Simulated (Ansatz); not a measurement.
Sb₂Os:
```
Sb2Os
1.0
    5.96681     0.00000     0.00000
    0.00000     6.72275     0.00000
    0.00000     0.00000     3.24258
Sb Os
4 2
Direct
  0.31808   0.85888   0.50000
  0.68192   0.14112   0.50000
  0.81808   0.64112   0.00000
  0.18192   0.35888   0.00000
  0.50000   0.50000   0.50000
  0.00000   0.00000   0.00000
```

Relaxed with r²SCAN. Special points in fractions of this cell's reciprocal vectors: Γ (0.000, 0.000, 0.000); X (0.500, 0.000, 0.000); S (0.500, 0.500, 0.000); Y (0.000, 0.500, 0.000); Z (0.000, 0.000, 0.500); U (0.500, 0.000, 0.500); R (0.500, 0.500, 0.500); T (0.000, 0.500, 0.500).

Problem. List the band energies nearest the valence-band maximum at these points for plane-wave PAW r²SCAN (Ansatz code).

Solution. In eV from the valence-band maximum; about four levels below and three above (degenerate sets whole), none deeper than 8.9 eV; points with the same levels are listed once.

| k | below | above |
|---|---|---|
| Γ | -1.15 -0.57 -0.52 -0.38 | 2.19 2.72 3.70 |
| X | -0.77 -0.77 -0.67 -0.67 | 3.29 3.29 4.30 4.30 |
| S | -0.94 -0.94 -0.54 -0.54 | 1.96 1.96 4.38 4.38 |
| Y | -0.71 -0.71 -0.40 -0.40 | 2.79 2.79 3.38 3.38 |
| Z | -1.41 -1.41 -0.62 -0.62 | 1.25 1.25 2.30 2.30 |
| U | -1.68 -1.68 -0.83 -0.83 | 1.57 1.57 2.76 2.76 |
| R | -1.60 -1.60 0.00 0.00 | 1.30 1.30 2.71 2.71 |
| T | -1.73 -1.73 -0.44 -0.44 | 1.26 1.26 1.67 1.67 |

Space group Pnnm. The workflow started from a Materials Project entry (that database holds measured and hypothetical structures alike); the Crystallography Open Database files this formula in space group No. 58, but the cells were not matched. Its standing as an ambient phase is unchecked. The cell was relaxed with r²SCAN under the symmetry of its start; whether a distortion lowers the energy is not shown. The run is not spin-polarised. Scalar-relativistic: spin–orbit coupling is off unless named, which matters more the heavier the elements.

Potentials: the later of the program's two PAW sets.
